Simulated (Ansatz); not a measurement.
**Si₂W: levels along high-symmetry lines**

```
Si W
1.0
    -1.60600    1.60600    3.94000
     1.60600   -1.60600    3.94000
     1.60600    1.60600   -3.94000
Si W
2 1
Direct
  0.33300 0.33300 0.00000
  0.66700 0.66700 0.00000
  0.00000 0.00000 0.00000
```

Atom numbers follow the list: Si1, Si2, W3.

The geometry is COD entry 1010283, unchecked; take it as a test cell. It differs from other determinations.

No spin–orbit coupling, which matters for the heavy atoms here.

Level of theory: Ansatz 0.2.0, DFT, LDA, all-electron LAPW, scalar-relativistic.

Settings: a Γ-centred 11×11×14 k mesh, Fermi–Dirac smearing of 0.05 eV, basis error target 1 meV/atom, no spin polarisation; this mesh doesn't keep the crystal's whole symmetry, which leaves small spurious terms.

Points in fractions of the reciprocal vectors of this cell: Γ (0, 0, 0), X (0, 0, 0.5), P (0.25, 0.25, 0.25), N (0, 0.5, 0), M (0.5, 0.5, -0.5), S (0.292, 0.708, -0.292), S0 (-0.292, 0.292, 0.292). The path joins them by straight lines in the order Γ–X–P–N–Γ–M–S–S0–Γ; legs that retrace an earlier one aren't tabulated. Energies are in eV from the Fermi level.

(1) Is there a gap?

(2) List the levels between -5 and 4.5 eV at the symmetry points.

## Answers

(1) none: bands cross the Fermi level, a metal.

(2) 
Γ: -3.83, -3.30, -2.84 (×2), 0.65, 2.65, 2.97, 3.21 (×2), 4.47
X: -3.27, -1.61, 2.63, 2.90, 3.05, 3.73, 4.41
P: -3.05, -2.36 (×2), -0.08, 2.90, 3.60, 4.06 (×2)
N: -4.77, -2.81, -2.70, -0.44, 2.65, 2.74, 3.93, 4.23
M: -3.80, -2.64, -0.82 (×2), -0.53 (×2), 0.82, 4.28
S: -3.04, -2.60, -2.53, -0.34, 1.72, 2.58, 3.49, 4.31, 4.40
S0: -3.04, -2.60, -2.53, -0.34, 1.72, 2.58, 3.49, 4.31, 4.40
